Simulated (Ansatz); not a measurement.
Al (fcc, Cu type)

```xyz
4
Lattice="3.9920 0.0000 0.0000 0.0000 3.9920 0.0000 0.0000 0.0000 3.9920" Properties=species:S:1:pos:R:3 pbc="T T T"
Al     0.0000     0.0000     0.0000
Al     1.9960     1.9960     0.0000
Al     1.9960     0.0000     1.9960
Al     0.0000     1.9960     1.9960
```

In this cell atom 4 (Al, nearest neighbour Al at 2.823 Å; its periodic images, 4.0 Å or more away, move with it) is moved by s along Cartesian z, unit vector (0.000, 0.000, 1.000); all other atoms and the cell stay fixed.

Computed with r2SCAN (plane waves to 500 eV, PAW, scalar-relativistic; Ansatz, an electronic-structure program). k mesh 9×9×9 (Γ-centred), Fermi-Dirac smearing 0.05 eV. Energies are smeared free energies. With partly filled bands, energies and forces of such displacements shift with the k mesh and the smearing. On this mesh the relaxed cell isn't quite at rest: it carries a pressure of 0.3 GPa (compression positive) at the zero of the scan. Al was relaxed with its symmetry unable to fall. ΔE is measured from the undisplaced structure. The last digit holds for this mesh only.

```
s (Å)   ΔE (meV/cell)
------  -------------
-0.280       withheld
-0.224          138.5
-0.168           77.6
-0.112           34.4
-0.056            8.6
0.000             0.0
0.056             8.6
0.112            34.4
0.168            77.6
0.224           138.5
0.280        withheld
```

**Question.** Fit an even polynomial form (powers 2, 4) to the given rows and predict ΔE at s = -0.280.

**Answer.** Least squares on the 9 given rows: ΔE = (2736)·s² + (482.9)·s⁴, in meV/cell with s in Å; root-mean-square residual 0.01 meV/cell. At -0.280 the fit gives 217.5 meV/cell; the calculation gives 217.6 meV/cell, so the extrapolation is off by -0.1 (-0.0 %). The quadratic term alone would give 214.5 meV/cell.

(A displaced cell: forces are minus the slopes of the energy, force constants its curvatures, and phonons follow from these.)
